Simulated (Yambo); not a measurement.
Yambo run on AgBr (rock salt, space group Fm-3m, No. 225). The wavefunctions are norm-conserving PBEsol (Quantum ESPRESSO, 82 Ry, scalar-relativistic) ones on a 4×4×4 mesh (13 occupied bands); a = b = c = 4.013 Å, α = β = γ = 60.00°.

Yambo input:

```
rim_cut
gw0
dyson
el_el_corr
HF_and_locXC
ppa
em1d
RandQpts= 1000000
RandGvec= 1 Ry
FFTGvecs= 50 Ry
EXXRLvcs= 82 Ry
VXCRLvcs= 328 Ry
Chimod= "HARTREE"
% BndsRnXp
 5 | 114 |
%
NGsBlkXp= 10 Ry
% LongDrXp
 1.0 | 1.0 | 1.0 |
%
PPAPntXp= 27.2114 eV
% GbndRnge
 1 | 114 |
%
GTermKind= "BG"
DysSolver= "n"
ExtendOut
% QPkrange
 1 | 1 | 13 | 14 |
 3 | 3 | 13 | 13 |
%
```

k points by index: 1 = Γ, 3 = L.

The o-*.qp file then holds:

```
#    K-point    Band    Eo [eV]    E [eV]    E-Eo [eV]    Vxc [eV]    Vnlxc [eV]    Sc|Eo [eV]    Sc|E [eV]    dSc/dw|Eo [eV]    Re(Z)    Im(Z)
#
    1    13    -2.072721    -3.010658    -0.937937    -13.18461    -16.66974    2.310402    2.547199    -6.869038    0.798443    -0.001500
    1    14    0.498524    0.884155    0.385631    -10.97482    -6.764617    -3.743515    -3.824569    -5.718244    0.826348    -0.001078
    3    13    0.000000    -0.894790    -0.894790    -19.77272    -24.06565    3.174796    3.398136    -6.791178    0.800273    -0.001199
```
(The two width columns are left out.) Convergence of these settings isn't established.

Spin-orbit coupling is not included.

Geometry relaxed with PBEsol.
